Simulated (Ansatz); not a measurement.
HfBN:
```xyz
6
Lattice="3.1633 0.0000 0.0000 -1.5816 2.7395 0.0000 0.0000 0.0000 6.8626" Properties=species:S:1:pos:R:3 pbc="T T T"
Hf     0.0000     0.0000     0.0000
B      0.0000     1.8263     1.7157
N      1.5816     0.9132     1.7157
Hf     0.0000     0.0000     3.4313
N      0.0000     1.8263     5.1470
B      1.5816     0.9132     5.1470
```

Relaxed with r²SCAN. Special points in fractions of this cell's reciprocal vectors: Γ (0.000, 0.000, 0.000); M (0.500, 0.000, 0.000); K (0.333, 0.333, 0.000); A (0.000, 0.000, 0.500); L (0.500, 0.000, 0.500); H (0.333, 0.333, 0.500).

**Question.** List the band energies nearest the Fermi level at these points for DFT-r²SCAN in the program Ansatz with PAW potentials.

**Answer.** In eV from the Fermi level; about four levels below and three above (degenerate sets whole), none deeper than 8.9 eV; points with the same levels are listed once.

```tsv
k	below	above
Γ	-2.23 -1.78 -1.07 -1.07	0.47 0.49 0.49
M	-5.30 -4.28 -0.39 -0.24	1.08 2.38 3.57
K	-3.67 -3.67 -0.14 -0.14	1.85 2.85 2.85
A	-0.09 -0.09 -0.09 -0.09	2.06 2.06 2.06 2.06
L	-4.38 -4.38 -1.46 -1.46	3.11 3.11 3.43 3.43
H	-6.15 -6.15 -3.87 -3.87	0.72 0.72 2.54 2.54
```

Space group P6_3/mmc. The start of the workflow was typed in or built on a structure type; neither database checked (COD, Materials Project) lists it. Whether it is the stable phase at ambient conditions was not checked. Symmetry was held in the r²SCAN relaxation; its stability against distortions is not shown here. The run is not spin-polarised. The volume moved by 21 % from the start of the relaxation. Its formation energy is positive at this level, so the cell may be metastable or incomplete. Scalar-relativistic: spin–orbit coupling is off unless named, which matters more the heavier the elements.

Potentials: the earlier of the program's two PAW sets.
